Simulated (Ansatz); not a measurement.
## Compressing HfB₂: a fit and a missing row

HfB₂, P6/mmm, a = 3.128 Å, c = 3.446 Å. The structure is a COD entry; whether it is the stable form wasn't checked. Ansatz: PBEsol, PAW, 420 eV, Γ-centred 18×18×12 mesh on 3 atoms, Gaussian smearing 0.10 eV; no spin polarisation. Shape and atoms are relaxed at each volume; pressure is positive in compression.

```tsv
V (Å³/atom)	P (GPa)
8.565	42.65
8.857	29.48
9.149	18.14
9.441	?
9.732	-0.04
10.024	-7.31
10.316	-13.58
10.706	-20.63
```

Take V0 = 9.732 Å³/atom, count pressures from its P0 = -0.04 GPa, fit the third-order Birch–Murnaghan form to the other rows, and predict the missing pressure.

With the Eulerian strain f = ½[(V0/V)^(2/3) − 1] and y = (P − P0)/[3f(1 + 2f)^(5/2)], the form is the line y = B0 + 1.5 B0 (B0′ − 4) f. Rows (f, y): 0.04444, 258.8; 0.03241, 259.5; 0.02102, 260.1; -0.00976, 260.8; -0.01905, 261.1; -0.03081, 261.2. Means f = 0.006375, y = 260.25; Σ(Δf)² = 0.004631, ΣΔfΔy = -0.1427; the slope is their ratio. y = 260.4 − 30.82 f GPa, so B0 = 260.4 GPa and B0′ = 4 + 2 × (-30.82)/(3 × 260.4) = 3.92. At V = 9.441, f = 0.01022, y = 260.09 and P = 8.35 GPa. The run gave 8.38 GPa, so the fit is 0.03 GPa too low, within twice the rms miss on the fitted rows (0.02 GPa).

Spin–orbit coupling is left out, which can shift energies with elements as heavy as these.